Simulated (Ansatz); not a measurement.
## The polar optical mode of LiCl at -0.9 GPa, worked through

Level of theory: Ansatz, DFT LDA, scalar-relativistic, plane waves, PAW. Plane waves to 420 eV; Γ-centred k mesh 8×8×8; fixed occupations. No spin polarisation. Phonons by linear response, acoustic sum rule imposed.

The cell is fixed (symmetry leaves no force on the atoms) and stands under -0.9 GPa:
```yaml
crystal:
  lattice:
    - [0.00000, 2.50140, 2.50140]
    - [2.50140, 0.00000, 2.50140]
    - [2.50140, 2.50140, 0.00000]
  atoms:
    - { symbol: Li, position: [0.00000, 0.00000, 0.00000] }
    - { symbol: Cl, position: [0.50000, 0.50000, 0.50000] }
```

The cell is the ideal cubic rocksalt prototype.

Linear response gives ν_TO = 212.3 cm⁻¹, Born charges ±1.169 e (positive on Li) and ε∞ = 3.149. The primitive cell holds 31.303 Å³, and the masses are 6.940 and 35.450 amu.

Task: Find ν_LO and the static dielectric constant.

Result: The long-wave field adds a restoring force: ω_LO² − ω_TO² = Z*²e²/(ε_vac ε∞ μV). In these units ν_LO² − ν_TO² = 4.92064×10⁷ Z*²/(μ V ε∞) cm⁻², with μ = m₁m₂/(m₁ + m₂) = 5.804 amu: 117604 cm⁻². So ν_LO = √(212.3² + 117604) = 403.3 cm⁻¹, and the run gives 403.3. Lyddane–Sachs–Teller then gives ε0 = ε∞ (ν_LO/ν_TO)² = 11.37, against 11.37 in the run (it forms both from the same three quantities, so the match checks the arithmetic only). Between ν_TO and ν_LO the dielectric function is negative and an undamped crystal reflects fully: a reststrahlen band from 24.8 to 47.1 μm.

Task: What do the Clausius–Mossotti polarisability and the Szigeti charge come to?

Result: With the Lorentz local field, α = (3V/4π)(ε∞ − 1)/(ε∞ + 2) = 3.12 Å³ for the pair, and e_S = 3Z*/(ε∞ + 2) = 0.68 e. The Born charge includes the electrons' response to the dipole's own local field, and e_S takes that enhancement out. The Lorentz field assumes point-like polarisable ions, a fair picture at this small ε∞.

Task: How strongly does a slow electron couple to the LO mode?

Result: For one isotropic parabolic band, Fröhlich's constant is α_F = (1/ε∞ − 1/ε0) √(m* Ry/ħω_LO), with Ry = 13.606 eV, ħω_LO = 50.0 meV and m* in free-electron masses: α_F = 0.2296 × 16.50 × √m* = 3.79 √m*. The band mass isn't part of this run; for m* = 0.1, 0.3 and 1 it gives 1.20, 2.07, 3.79. In weak coupling the polaron lies α_F ħω_LO below the band edge (104 meV at m* = 0.3) with a mass m*(1 + α_F/6); past α_F of about 5 or 6 that expansion fails. A semilocal functional's ε∞ tends to be too large, which taken alone lowers α_F.

Cost: 1 run of about 1.5 core-minutes, on Intel Xeon Processor @ 2.50GHz (Skylake/Cascade Lake) (shared hosts).